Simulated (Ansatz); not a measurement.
Harmonic thermodynamics of Si

The calculation used DFT PBE, scalar-relativistic, plane waves, PAW in Ansatz 0.2.0. Cutoff 420 eV, 8×8×8 k-points (Γ-centred), fixed occupations. No spin polarisation. Phonons by linear response, acoustic sum rule imposed.

Relaxed structure:
```
Si
1.0
     0.00000    2.73520    2.73520
     2.73520    0.00000    2.73520
     2.73520    2.73520    0.00000
Si
2
Cartesian
  0.0000 0.0000 0.0000
  1.3676 1.3676 1.3676
```

The cell has the diamond type, in a space group that the Crystallography Open Database lists for this formula; it was reached from a generator's guess.

Force constants from linear response on a 4×4×4 q mesh, interpolated to a fine mesh.

Phonon density of states, in bins of 10 cm⁻¹:
```json
{"bin centre (cm⁻¹)": "5", "share of modes (%)": "0.0"}
{"bin centre (cm⁻¹)": "15", "share of modes (%)": "0.0"}
{"bin centre (cm⁻¹)": "25", "share of modes (%)": "0.0"}
{"bin centre (cm⁻¹)": "35", "share of modes (%)": "0.1"}
{"bin centre (cm⁻¹)": "45", "share of modes (%)": "0.1"}
{"bin centre (cm⁻¹)": "55", "share of modes (%)": "0.2"}
{"bin centre (cm⁻¹)": "65", "share of modes (%)": "0.2"}
{"bin centre (cm⁻¹)": "75", "share of modes (%)": "0.4"}
{"bin centre (cm⁻¹)": "85", "share of modes (%)": "0.5"}
{"bin centre (cm⁻¹)": "95", "share of modes (%)": "0.8"}
{"bin centre (cm⁻¹)": "105", "share of modes (%)": "1.2"}
{"bin centre (cm⁻¹)": "115", "share of modes (%)": "2.6"}
{"bin centre (cm⁻¹)": "125", "share of modes (%)": "2.9"}
{"bin centre (cm⁻¹)": "135", "share of modes (%)": "3.1"}
{"bin centre (cm⁻¹)": "145", "share of modes (%)": "4.2"}
{"bin centre (cm⁻¹)": "155", "share of modes (%)": "4.5"}
{"bin centre (cm⁻¹)": "165", "share of modes (%)": "3.3"}
{"bin centre (cm⁻¹)": "175", "share of modes (%)": "2.9"}
{"bin centre (cm⁻¹)": "185", "share of modes (%)": "2.7"}
{"bin centre (cm⁻¹)": "195", "share of modes (%)": "2.6"}
{"bin centre (cm⁻¹)": "205", "share of modes (%)": "2.4"}
{"bin centre (cm⁻¹)": "215", "share of modes (%)": "0.4"}
{"bin centre (cm⁻¹)": "225", "share of modes (%)": "0.3"}
{"bin centre (cm⁻¹)": "235", "share of modes (%)": "0.4"}
{"bin centre (cm⁻¹)": "245", "share of modes (%)": "0.4"}
{"bin centre (cm⁻¹)": "255", "share of modes (%)": "0.5"}
{"bin centre (cm⁻¹)": "265", "share of modes (%)": "0.6"}
{"bin centre (cm⁻¹)": "275", "share of modes (%)": "0.7"}
{"bin centre (cm⁻¹)": "285", "share of modes (%)": "0.9"}
{"bin centre (cm⁻¹)": "295", "share of modes (%)": "1.1"}
{"bin centre (cm⁻¹)": "305", "share of modes (%)": "1.3"}
{"bin centre (cm⁻¹)": "315", "share of modes (%)": "1.8"}
{"bin centre (cm⁻¹)": "325", "share of modes (%)": "2.7"}
{"bin centre (cm⁻¹)": "335", "share of modes (%)": "1.7"}
{"bin centre (cm⁻¹)": "345", "share of modes (%)": "1.1"}
{"bin centre (cm⁻¹)": "355", "share of modes (%)": "1.0"}
{"bin centre (cm⁻¹)": "365", "share of modes (%)": "1.6"}
{"bin centre (cm⁻¹)": "375", "share of modes (%)": "1.8"}
{"bin centre (cm⁻¹)": "385", "share of modes (%)": "1.8"}
{"bin centre (cm⁻¹)": "395", "share of modes (%)": "1.9"}
{"bin centre (cm⁻¹)": "405", "share of modes (%)": "1.7"}
{"bin centre (cm⁻¹)": "415", "share of modes (%)": "1.4"}
{"bin centre (cm⁻¹)": "425", "share of modes (%)": "1.3"}
{"bin centre (cm⁻¹)": "435", "share of modes (%)": "1.2"}
{"bin centre (cm⁻¹)": "445", "share of modes (%)": "4.2"}
{"bin centre (cm⁻¹)": "455", "share of modes (%)": "9.4"}
{"bin centre (cm⁻¹)": "465", "share of modes (%)": "9.7"}
{"bin centre (cm⁻¹)": "475", "share of modes (%)": "10.1"}
{"bin centre (cm⁻¹)": "485", "share of modes (%)": "2.7"}
{"bin centre (cm⁻¹)": "495", "share of modes (%)": "1.4"}
{"bin centre (cm⁻¹)": "505", "share of modes (%)": "0.1"}
```

Problem. What is the zero-point energy per atom?

Solution. 60.3 meV.

Problem. How large are the vibrational entropy and heat capacity at 300 K?

Solution. S = 2.37 k_B and C_V = 2.41 k_B per atom, 80 % of the Dulong–Petit value.

Problem. Tabulate them against temperature.

Solution.
```
T (K)  F_vib (meV/atom)  S (k_B/atom)  C_V (k_B/atom)
  100              58.9          0.50            0.93
  200              50.3          1.48            1.92
  300              33.6          2.37            2.41
  400              10.0          3.10            2.64
  500             -19.4          3.70            2.76
  600             -53.5          4.21            2.83
  700             -91.8          4.65            2.87
  800            -133.6          5.04            2.90
  900            -178.5          5.38            2.92
 1000            -226.2          5.69            2.94
```
